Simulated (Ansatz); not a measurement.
A relaxation computed with Ansatz, from input to last step.

```yaml
crystal:
  lattice:
    - [2.5457460316, 0.0, 0.0]
    - [-1.2728730158, 2.204680735, 0.0]
    - [0.0, 0.0, 4.0963854543]
  atoms:
    - { symbol: Cu, position: [0.3333333333, 0.6666666667, 0.25] }
    - { symbol: Cu, position: [0.6666666667, 0.3333333333, 0.75] }
basis:
  ecutwfc: 500
kpoints:
  mp_grid: { grid: [18, 18, 10] }
hamiltonian:
  xc: r2scan
scf:
  occupations: { method: gaussian, width: 0.1 }
output:
  forces: true
  stress: true
  eigenvalues: true
relax:
  adjacent_minimum: "off"
  f_tol: 0.01
  max_steps: 60
  cell: { stress_tol: 0.1 }
```

```bash
ansatz run input.yaml --threads 1 --pin off --max-ram 2560MiB --backend cpu --events-out ev --progress --plain --runs-dir out
```

Computed with Ansatz 0.2.0, DFT r2SCAN, scalar-relativistic, plane waves, PAW.

Of 5 frames 4 are shown, positions in Å and forces in eV/Å; the SCF threshold varies from step to step. Steps run on the plane waves of an earlier cell, with a Pulay correction in the pressure. The basis is chosen afresh for the last frame, the zero of the energies, and at times for earlier ones too; energy and pressure can step there, also at an unchanged geometry. Where two frames share a geometry here, they differ by under 2 meV/atom and 0.3 GPa.

```xyz
2
Lattice="2.5457 0.0000 0.0000 -1.2729 2.2047 0.0000 0.0000 0.0000 4.0964" Properties=species:S:1:pos:R:3:forces:R:3 pbc="T T T" step=1 free_energy_over_end_meV_per_atom=0.98 pressure_GPa=-0.53
Cu    0.0000    1.4698    1.0241    0.0000    0.0000    0.0000
Cu    1.2729    0.7349    3.0723    0.0000    0.0000    0.0000
2
Lattice="2.5399 0.0000 0.0000 -1.2700 2.1997 0.0000 0.0000 0.0000 4.1075" Properties=species:S:1:pos:R:3:forces:R:3 pbc="T T T" step=2 free_energy_over_end_meV_per_atom=0.39 pressure_GPa=-0.26
Cu    0.0000    1.4664    1.0269    0.0000    0.0000    0.0000
Cu    1.2700    0.7332    3.0807    0.0000    0.0000    0.0000
2
Lattice="2.5309 0.0000 0.0000 -1.2655 2.1919 0.0000 0.0000 0.0000 4.1314" Properties=species:S:1:pos:R:3:forces:R:3 pbc="T T T" step=3 free_energy_over_end_meV_per_atom=-0.01 pressure_GPa=-0.07
Cu    0.0000    1.4612    1.0328    0.0000    0.0000    0.0000
Cu    1.2655    0.7306    3.0985    0.0000    0.0000    0.0000
2
Lattice="2.5306 0.0000 0.0000 -1.2653 2.1915 0.0000 0.0000 0.0000 4.1295" Properties=species:S:1:pos:R:3:forces:R:3 pbc="T T T" step=5 free_energy_over_end_meV_per_atom=0.00 pressure_GPa=0.04
Cu    0.0000    1.4610    1.0324    0.0000    0.0000    0.0000
Cu    1.2653    0.7305    3.0972    0.0000    0.0000    0.0000
```

Time: 31 s on 1 thread of Intel(R) Xeon(R) 6975P-C (Granite Rapids), with other jobs on the host, peak memory 0.52 GiB.